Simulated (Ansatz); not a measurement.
Li5Sn2 in space group R-3m (No. 166; Sn on 6c, Li on 3b, Li on 6c, Li on 6c), plane-wave PAW r²SCAN (Ansatz code), all energies at zero smearing, with the estimated change up to a 700 eV cutoff added, with one set of potentials and settings (totals compare only within such a set). Cell of 7 atoms (2 Sn, 5 Li): -13106.006 eV.

```csv
element,reference phase,E (eV/atom)
Sn,"Fd-3m, 2 atoms in the cell",-6038.6401
Li,"Fm-3m, 1 atoms in the cell",-205.1371
```

Formation energy per atom, worked out: (-13106.006 − 2×(-6038.6401) − 5×(-205.1371))/7 = -0.434 eV/atom (-42 kJ per mol of atoms), at 0 K, without zero-point energy or fitted corrections.

The workflow started from an entry of the Crystallography Open Database (COD). Its standing as an ambient phase is unchecked. The cell was relaxed with r²SCAN under the symmetry of its start; whether a distortion lowers the energy is not shown. The references are the lowest solids computed at this level, not always the standard phases. Spin–orbit coupling is left out wherever it is not named.

Potentials: the later of the program's two PAW sets.
